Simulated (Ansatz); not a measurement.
## Random displacements in Si₇Ge

Level of theory: DFT r2SCAN, scalar-relativistic, plane waves, PAW (Ansatz). The runs took a 500 eV cutoff, a Γ-centred 6×6×6 mesh and Gaussian smearing (0.05 eV). No spin polarisation. Energies are free energies at this smearing, counted from the undisturbed cell; pressure is positive in compression.

The undisturbed cell (as given, not relaxed at this level, and it needn't be the usual structure):

```xyz
8
Lattice="5.4654 0.0000 0.0000 0.0000 5.4654 0.0000 0.0000 0.0000 5.4654" Properties=species:S:1:pos:R:3 pbc="T T T"
Si    1.3806    1.3806    1.3806
Si    0.0000    2.7327    2.7327
Si    2.7327    2.7327    0.0000
Si    2.7327    0.0000    2.7327
Si    4.0848    1.3806    4.0848
Si    4.0848    4.0848    1.3806
Si    1.3806    4.0848    4.0848
Ge    0.0000    0.0000    0.0000
```

The atoms are displaced (Å, in the unstrained cell):

| atom | ux | uy | uz |
| --- | --- | --- | --- |
| Si1 | -0.206 | 0.077 | -0.593 |
| Si2 | 0.187 | -0.482 | 0.098 |
| Si3 | 0.260 | -0.570 | 0.200 |
| Si4 | -0.071 | 0.561 | -0.092 |
| Si5 | -0.231 | -0.220 | -0.171 |
| Si6 | -0.153 | 0.100 | 0.421 |
| Si7 | 0.451 | 0.228 | 0.391 |
| Ge8 | -0.239 | 0.307 | -0.254 |

Strain (Voigt, engineering shear): (0.0064, -0.0124, 0.0008, -0.0014, 0.0183, 0.0121).

Problem. What are the energy change, the stress and the forces?

Solution. ΔE = 1189.3 meV/atom; stress (xx, yy, zz, yz, xz, xy; compression positive) (18.84, 0.53, 12.84, 5.55, 10.94, 7.06) GPa.
```
atom Fx (eV/Å) Fy Fz
 Si1      -1.82   0.41   3.73
 Si2       0.50   2.46  -0.05
 Si3       2.65   4.83   0.88
 Si4      -7.84  -4.86  -7.09
 Si5       5.14   4.45   2.87
 Si6       1.21  -1.06  -1.23
 Si7      -0.85  -0.53  -1.05
 Ge8       1.03  -5.71   1.94
```

Cost: 1 run of about 0.75 core-minutes, on Intel Xeon 6975P-C (Granite Rapids) (shared hosts).